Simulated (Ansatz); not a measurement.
# Notes on CuRe2Cl

```xyz
4
Lattice="3.6107 0.0000 0.0000 -1.8053 3.1269 0.0000 0.0000 -2.0846 6.6925" Properties=species:S:1:pos:R:3 pbc="T T T"
Cl    1.8053   -1.0423    3.3462
Cu    0.0000    0.0000    0.0000
Re    0.0000    0.0000    2.3892
Re    1.8053    1.0423    4.3033
```

Method: PBE, no spin polarisation; PAW, plane waves to 420 eV, 10×10×10 Γ-centred mesh, fermi-dirac occupations (width 0.1 eV) (Ansatz 0.2.0), atoms fixed.

- Forces: The largest is on Re3 (and as large on other atoms): 1.21 eV/Å, components (0.00, 0.00, 1.21). It makes 65° with the line to a nearest neighbour, Cl1 at 2.29 Å.
- At the Fermi level: It is a metal, with about 2.3 states/eV a cell as the mean within 0.25 eV of the Fermi level, mostly Re d (56 %) and Re s (14 %).
- Charges: Bader charges in e: Cu -0.03, Re +0.45, Cl -0.87. In the mean Re gives up most and Cl takes most.
- Formation energy: 2.07 eV an atom against the elements' usual phases (free molecules for gases, crystals otherwise, with no correction for O₂ or N₂), so at this geometry it isn't bound against them. Relaxing would lower it.

Origin: a known structure type with other elements, at an estimated volume, so it need not be a known compound. Caveats: many states at the Fermi level without spin polarisation, so a magnetic state may lie lower; correlation that this level lacks may open a gap in such a compound.
